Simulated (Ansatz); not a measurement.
Input:

ScHg:
```cif
data_HgSc
_chemical_formula_sum 'Sc1 Hg1'
_space_group_name_H-M_alt 'Pm-3m'
_space_group_IT_number 221
_space_group_name_Hall '-P 4 2 3'
_cell_length_a 3.49822
_cell_length_b 3.49822
_cell_length_c 3.49822
_cell_angle_alpha 90.000
_cell_angle_beta 90.000
_cell_angle_gamma 90.000
loop_
_atom_site_label
_atom_site_type_symbol
_atom_site_symmetry_multiplicity
_atom_site_Wyckoff_symbol
_atom_site_fract_x
_atom_site_fract_y
_atom_site_fract_z
_atom_site_occupancy
Sc1 Sc 1 b 0.50000 0.50000 0.50000 1
Hg1 Hg 1 a 0.00000 0.00000 0.00000 1
```

This is the r²SCAN-relaxed structure.

All from plane-wave PAW r²SCAN (Ansatz code), unless another level is named. Give the formation energy from the elements (no fitted shifts).

-0.51 eV/atom.

Next, the density of states at the Fermi level?

0.76 states/eV per atom (mean over ±0.08 eV).

The workflow started from a Materials Project entry (that database holds measured and hypothetical structures alike); the Crystallography Open Database files this formula in space group No. 221, but the cells were not matched. Whether it is the stable phase at ambient conditions was not checked. Symmetry was held in the r²SCAN relaxation; its stability against distortions is not shown here. The run is not spin-polarised. The references are the lowest solids computed at this level, not always the standard phases. Scalar-relativistic: spin–orbit coupling is off unless named, which matters more the heavier the elements.

Potentials: the later of the program's two PAW sets.
